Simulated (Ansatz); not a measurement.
ZrPt:
```yaml
crystal:
  lattice:
    - [1.72081, -5.19674, 0.00000]
    - [1.72081, 5.19674, 0.00000]
    - [0.00000, 0.00000, 4.28122]
  atoms:
    - { symbol: Zr, position: [0.85880, 0.14120, 0.75000] }
    - { symbol: Zr, position: [0.14120, 0.85880, 0.25000] }
    - { symbol: Pt, position: [0.59227, 0.40773, 0.75000] }
    - { symbol: Pt, position: [0.40773, 0.59227, 0.25000] }
```

Relaxed with r²SCAN. Special points in fractions of this cell's reciprocal vectors: Γ (0.000, 0.000, 0.000); Y (-0.500, 0.500, 0.000); C0 (-0.277, 0.723, 0.000); Σ0 (0.277, 0.277, 0.000); Z (0.000, 0.000, 0.500); A0 (0.277, 0.277, 0.500); E0 (-0.277, 0.723, 0.500); T (-0.500, 0.500, 0.500); S (0.000, 0.500, 0.000); R (0.000, 0.500, 0.500).

List the band energies nearest the Fermi level at these points for plane-wave PAW r²SCAN with spin–orbit coupling (Ansatz code).

In eV from the Fermi level; about four levels below and three above (degenerate sets whole), none deeper than 8.9 eV; points with the same levels are listed once.

```
k                     below                above
--  -----------------------  -------------------
Γ   -2.28 -2.28 -0.71 -0.71  1.22 1.22 1.24 1.24
Y   -2.58 -2.58 -0.92 -0.92  0.47 0.47 1.06 1.06
C0  -1.24 -1.24 -0.29 -0.29  0.24 0.24 1.72 1.72
Z   -0.96 -0.96 -0.96 -0.96  0.74 0.74 0.74 0.74
A0  -0.72 -0.72 -0.56 -0.56  0.39 0.39 0.61 0.61
T   -1.82 -1.82 -1.82 -1.82  0.97 0.97 0.97 0.97
S   -0.96 -0.96 -0.56 -0.56  0.16 0.16 1.45 1.45
R   -0.66 -0.66 -0.66 -0.66  0.32 0.32 0.32 0.32
```

Space group Cmcm. The first step of the workflow began from a Materials Project structure, measured or hypothetical; the Crystallography Open Database copy checked does not list it. COD files the formula under space group No. 221, so this cell is another polymorph or a model. Whether it is the stable phase at ambient conditions was not checked. Symmetry was held in the r²SCAN relaxation; whether a distortion lowers the energy is not shown. No spin polarisation was allowed.

Potentials: the later of the program's two PAW sets.
